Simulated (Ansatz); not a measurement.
Input:

VPt$_{3}$:
```yaml
crystal:
  lattice:
    - [1.35578, 0.78276, 8.91376]
    - [-1.35578, 0.78276, 8.91376]
    - [0.00000, -1.56553, 8.91376]
  atoms:
    - { symbol: V, position: [0.00000, 0.00000, 0.00000] }
    - { symbol: Pt, position: [0.25585, 0.25585, 0.25585] }
    - { symbol: Pt, position: [0.74415, 0.74415, 0.74415] }
    - { symbol: Pt, position: [0.50000, 0.50000, 0.50000] }
```

This is the LDA-relaxed structure.

All from plane-wave PAW LDA (Ansatz code), unless another level is named. Estimate the formation energy from the elements (no fitted shifts).

-0.33 eV/atom.

Predict the density of states at the Fermi level.

0.84 states/eV per atom (mean over ±0.08 eV).

Space group R-3m. The first step of the workflow began from a Materials Project structure, measured or hypothetical; the Crystallography Open Database copy checked does not list it. COD files the formula under space group No. 139, 221. Its standing as an ambient phase is unchecked. Symmetry was held in the LDA relaxation; its stability against distortions is not shown here. The run is not spin-polarised. The references are the lowest solids computed at this level, not always the standard phases. Spin–orbit coupling is left out wherever it is not named.

Potentials: the later of the program's two PAW sets.
